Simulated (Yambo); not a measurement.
```
CELL_PARAMETERS angstrom
      3.79935     0.00000     0.00000
     -1.89967     3.29033     0.00000
      0.00000     0.00000     6.27378
ATOMIC_POSITIONS crystal
  Si 0.33333 0.66667 0.06286
  Si 0.66667 0.33333 0.93714
  Si 0.66667 0.33333 0.56286
  Si 0.33333 0.66667 0.43714
```

Si (space group P6_3/mmc, No. 194): mean Im ε in 1 eV windows above the direct gap of 1.68 eV, for different electron-hole kernels (Yambo, broadening 0.15 eV, norm-conserving LDA (Quantum ESPRESSO, 32 Ry, without SOC) bands; 9×9×4 mesh, 5 valence and 7 conduction bands, static screening with 37 bands and a 4 Ry block, scissor 0.70 eV, Tamm-Dancoff; field along x).

```tsv
window (eV)	independent quasiparticles	TDDFT, adiabatic LDA kernel	RPA (no attraction)	BSE
1.7 to 2.7	1.0	1.0	0.9	1.7
2.7 to 3.7	8.1	7.7	6.8	19
3.7 to 4.7	33	30	28	31
4.7 to 5.7	17	16	15	13
```

This run doesn't resolve bound excitons or single peaks, so only averages are given, and they too depend on the mesh; weight that the attraction moves below the gap isn't listed. All transitions below 6.05 eV are in the band window. The scissor comes from a G0W0 run whose convergence isn't established.

Geometry relaxed with LDA.

This is not the ordinary phase of the substance; no match was found in the copy of COD used, and its stability was not checked.
